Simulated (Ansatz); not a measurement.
HgSe (zinc blende), conventional cell a = b = c = 6.2600 Å, α = β = γ = 90.00°. The calculation uses the primitive cell of 2 atoms, to which meshes and values per cell refer.

The volume is varied about the relaxed value V₀ at fixed cell shape. Symmetry pins the atoms to their sites.

These are PBE (plane waves to 420 eV, PAW, scalar-relativistic; Ansatz, an electronic-structure program) values and carry that method's errors. k mesh 13×13×13 (Γ-centred), Fermi-Dirac smearing 0.05 eV. The energy includes the smearing's −TS. At this level the bands of HgSe touch or barely overlap. HgSe was relaxed with its symmetry unable to fall. Spin-orbit coupling is left out, though Hg is heavy. The relaxed volume of HgSe is well above the measured one; the method has no dispersion term. The zero of ΔE is the relaxed starting cell. The last digit holds for this mesh only.

| V (Å³/atom) | ΔE (meV/atom) |
|---|---|
| 25.758 | 147.9 |
| 26.576 | 96.5 |
| 27.393 | 58.1 |
| 28.211 | 30.8 |
| 29.029 | 12.9 |
| 29.846 | 3.1 |
| 30.664 | 0.0 |
| 31.482 | 2.7 |
| 32.299 | 10.4 |
| 33.117 | 22.3 |
| 33.935 | 37.7 |
| 34.753 | 56.1 |
| 35.570 | 77.1 |

**Question.** What is the fitted pressure derivative B₀′?

**Answer.** 5.0.

**Question.** What bulk modulus B₀ follows from a third-order Birch-Murnaghan fit?

**Answer.** 42.5 GPa. Check by three points about V = 30.664 Å³/atom, step 1.635: d²E/dV² ≈ (13 − 2·0 + 10) meV / 1.635² = 0.00860 eV/Å⁶, and V·d²E/dV² × 160.2 = 42.3 GPa.

(Under strain, the slope of the energy per volume gives the stress and its curvature an elastic modulus.)
